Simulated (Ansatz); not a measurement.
A 6-atom cell of SiO2 built on the rutile structure (relaxed group P4_2/mnm), relaxed with r2SCAN. The symmetry is P4_2/mnm (No. 136, tetragonal); a = 4.185 Å, c = 2.669 Å in the conventional setting, 7.79 Å³ an atom. Si has 6 O at 1.76–1.81 Å; O has 3 Si at 1.76–1.81 Å.

```cif
data_structure
_symmetry_space_group_name_H-M 'P4_2/mnm'
_symmetry_Int_Tables_number 136
_cell_length_a 4.1852
_cell_length_b 4.1852
_cell_length_c 2.6688
_cell_angle_alpha 90.000
_cell_angle_beta 90.000
_cell_angle_gamma 90.000
_cell_volume 46.75
loop_
_atom_site_label
_atom_site_type_symbol
_atom_site_symmetry_multiplicity
_atom_site_Wyckoff_symbol
_atom_site_fract_x
_atom_site_fract_y
_atom_site_fract_z
_atom_site_occupancy
Si1 Si 2 a 0.50000 0.50000 0.50000 1
O1 O 4 f 0.19390 0.80610 0.50000 1
```

4 runs of Ansatz 0.2.0 on this cell differ in the functional (and in the settings that go with it). Levels are in eV from each run's valence top; v1 is the last filled band, c1 the first empty one.

Run A, mean stress +9.6 GPa (compression positive):
```
point     v5     v3     v1    c1    c2     c3
    Γ  -3.11  -0.88   0.00  5.56  6.72   8.52
    X  -3.86  -2.67  -1.07  7.71  7.71   9.10
    M  -3.24  -2.65  -2.27  7.40  7.40  10.07
```

Run B, mean stress -1.9 GPa (compression positive):
```
point     v5     v3     v1     c1     c2     c3
    Γ  -3.06  -0.82   0.00   8.43   9.51  11.39
    X  -4.02  -2.59  -1.08  10.68  10.68  12.00
    M  -3.20  -2.71  -2.43  10.36  10.36  13.06
```

Run C, mean stress -1.9 GPa (compression positive):
```
point     v5     v3     v1    c1    c2     c3
    Γ  -3.07  -0.82   0.00  7.66  8.73  10.61
    X  -4.01  -2.59  -1.08  9.89  9.89  11.21
    M  -3.20  -2.70  -2.42  9.58  9.58  12.27
```

Run D, mean stress 0.0 GPa (compression positive):
```
point     v5     v3     v1    c1    c2     c3
    Γ  -3.16  -0.88   0.00  6.51  7.67   9.51
    X  -3.92  -2.70  -1.08  8.71  8.71  10.09
    M  -3.28  -2.67  -2.32  8.41  8.41  11.08
```

Problem. Match the runs to PBE, r2SCAN, HSE06, PBE0.

Solution. A is PBE, B is PBE0, C is HSE06, D is r2SCAN. In order of the gap: PBE 5.56, r2SCAN 6.51, HSE06 7.66, PBE0 8.43 eV. The stress vanishes for r2SCAN, which relaxed the cell.

No spin polarisation and no zero-point or thermal motion.

The stress of a hybrid is loosely converged in these runs.

The meshes of the hybrids are coarse, so their gaps aren't converged to the digits shown.
